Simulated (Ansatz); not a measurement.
Starting structure of a cell relaxation (symmetry kept):

```cif
data_structure
_symmetry_space_group_name_H-M 'P 1'
_symmetry_Int_Tables_number 1
_cell_length_a 3.0300
_cell_length_b 3.0300
_cell_length_c 3.6920
_cell_angle_alpha 90.000
_cell_angle_beta 90.000
_cell_angle_gamma 90.000
_cell_volume 33.89
loop_
_atom_site_label
_atom_site_type_symbol
_atom_site_fract_x
_atom_site_fract_y
_atom_site_fract_z
_atom_site_occupancy
Hg1 Hg 0.00000 0.00000 0.00000 1
Pd1 Pd 0.50000 0.50000 0.50000 1
```

Theory: DFT r2SCAN, scalar-relativistic, plane waves, PAW in Ansatz 0.2.0.

Cutoff 500 eV; k points 14×14×12 on the computed 2-atom cell (Γ-centred); Gaussian smearing, width 0.10 eV; no spin polarisation.

Question: What does it relax to?

Answer: The volume rises by 0.53 Å³/atom to 17.48 Å³/atom, and the energy falls by 7.6 meV/atom. Final structure:
```yaml
crystal:
  lattice:
    - [3.04304, 0.00000, 0.00000]
    - [0.00000, 3.04304, 0.00000]
    - [0.00000, 0.00000, 3.77519]
  atoms:
    - { symbol: Hg, position: [0.00000, 0.00000, 0.00000] }
    - { symbol: Pd, position: [0.50000, 0.50000, 0.50000] }
```

Spin–orbit coupling is left out, which can shift energies with elements as heavy as these.

Cost: 1 run of about 3.2 core-minutes, on Arm Neoverse V1 (shared hosts).